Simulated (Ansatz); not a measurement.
TiSO5: ⁴⁷Ti nuclear quadrupole resonance

Cell: a refined structure from the COD, its atoms then relaxed with PBE in this cell.

Space group Pnma (No. 62); a = 10.9530, b = 5.1520, c = 6.4260 Å.

```csv
site,Wyckoff,site symmetry,x,y,z
Ti,4c,.m.,0.5547,0.2500,0.6620
S,4c,.m.,0.8416,0.2500,0.4821
O9,8d,1,0.8797,0.4873,0.3728
O17,4c,.m.,0.7073,0.2500,0.4970
O21,4c,.m.,0.8920,0.2500,0.6957
O25,4a,-1,0.0000,0.0000,0.0000
```

One atom of each set is listed.

Computed with Ansatz: DFT, PBE, plane waves and PAW, scalar-relativistic, 420 eV cutoff, Γ-centred 2×5×4 k-points, Fermi–Dirac smearing 0.02 eV.

⁴⁷Ti: I = 5/2, Q = 302.0 mb (year-2017 value). Static lattice, zero field.

Question: The simulated lines lie at 6.40, 11.9 MHz. What are |C_Q|, η and |V_zz| at Ti?

Answer: For I = 5/2 and η = 0 the lines are 3|C_Q|/20 and twice that; η pulls their ratio below 2. Here |C_Q| = 40.1 MHz, η = 0.24 and |V_zz| = 5.50 × 10²¹ V/m². The calculation gives V_zz positive; the lines don't show the sign. The site has 6 O at 1.76–2.05 Å.

At this cell the PBE pressure is 9 GPa, so with PBE the cell would grow if it were relaxed.
